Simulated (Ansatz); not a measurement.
PtC (zinc blende, F-43m), plane-wave PAW PBEsol (Ansatz code), all energies at zero smearing, with the estimated change up to a 700 eV cutoff added, with one set of potentials and settings (totals compare only within such a set). Cell of 2 atoms (1 Pt, 1 C): -12628.758 eV.

```csv
element,reference phase,E (eV/atom)
Pt,"Fm-3m, 1 atoms in the cell",-12383.8180
C,"P6_3/mmc, 4 atoms in the cell",-246.6950
```

Formation energy per atom, worked out: (-12628.758 − 1×(-12383.8180) − 1×(-246.6950))/2 = 0.878 eV/atom (85 kJ per mol of atoms), at 0 K, without zero-point energy or fitted corrections.

The start of the workflow was typed in or built on a structure type; neither database checked (COD, Materials Project) lists it. Whether it is the stable phase at ambient conditions was not checked. Symmetry was held in the PBEsol relaxation; its stability against distortions is not shown here. The run is not spin-polarised. Its formation energy is positive at this level, so the cell may be metastable or incomplete. The references are the lowest solids computed at this level, not always the standard phases. Spin–orbit coupling is left out wherever it is not named.

Potentials: the later of the program's two PAW sets.
